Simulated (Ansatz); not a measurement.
Relaxed-ion elastic tensor of AlP (CsCl type, Pm-3m) in GPa (Voigt order), DFT-PBEsol in the program Ansatz with PAW potentials; density 3.26 g/cm³, 14.76 Å³ per atom.

```
82.7   111   111   0.0   0.0   0.0
 111  82.7   111   0.0   0.0   0.0
 111   111  82.7   0.0   0.0   0.0
 0.0   0.0   0.0  20.9   0.0   0.0
 0.0   0.0   0.0   0.0  20.9   0.0
 0.0   0.0   0.0   0.0   0.0  20.9
```

Q: Is the crystal mechanically stable?

A: No: the smallest eigenvalue of C is -28.0 GPa.

The start of the workflow was typed in or built on a structure type; neither database checked (COD, Materials Project) lists it. It is not the phase usual at ambient conditions (space group No. 216). Symmetry was held in the PBEsol relaxation. At this level the phase is mechanically unstable. The volume moved by 16 % from the start of the relaxation. As this level gives no gap, shear constants depend on the k-mesh and smearing (Fermi–Dirac, 0.1 eV here).

Potentials: the later of the program's two PAW sets.
